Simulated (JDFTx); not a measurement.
System: iodoethane, C2H5I (SMILES CCI), charge 0, multiplicity 1; geometry: a GFN2-xTB minimum in vacuum (no imaginary frequency past 20 cm⁻¹; largest PBE force component 0.4 eV/Å). Bonds (Å): C1–C2 1.511, C1–H4 1.088, C1–H5 1.090, C1–H6 1.088, C2–I3 2.166, C2–H7 1.087, C2–H8 1.087. Angles (°): C2–C1–H4 111.1, C2–C1–H5 109.2, C2–C1–H6 111.1, H4–C1–H5 108.4, H4–C1–H6 108.5, H5–C1–H6 108.4, C1–C2–I3 111.9, C1–C2–H7 111.7, C1–C2–H8 111.7, I3–C2–H7 105.9, I3–C2–H8 105.9, H7–C2–H8 109.6.

Method: PBE, GBRV ultrasoft potentials, plane waves to 20/100 Ha, in a modified build of JDFTx. Liquid: CANDLE, water, 1 M NaCl. The liquid run sits in a periodic box with 4 Å from the outermost atoms to the faces; the vacuum run is isolated. The box matters at about 0.01 eV. Solvation energy here means the total energy in the continuum liquid minus that in vacuum, same nuclei, nothing added for thermal motion or standard states.

```
Quantity                                                                              Value
-------------------------------------------------------------  ----------------------------
solvation energy                                                              -0.9 kcal/mol
part: cavitation term of the fluid                                            12.1 kcal/mol
part: dispersion term of the fluid                                            -9.9 kcal/mol
part: electrostatic term of the fluid                                         -3.7 kcal/mol
part: distortion of the solute's electrons                                     0.6 kcal/mol
dipole moment in vacuum                                                              1.97 D
dipole moment in the liquid                                                          2.77 D
highest occupied level in vacuum (zero: vacuum level)                              -6.11 eV
highest occupied level in the liquid (zero: bulk electrolyte)                      -6.11 eV
volume of the model's cavity                                                       248.0 Å³
rough cost, vacuum and liquid run                              3 min and 3 min of core time
```
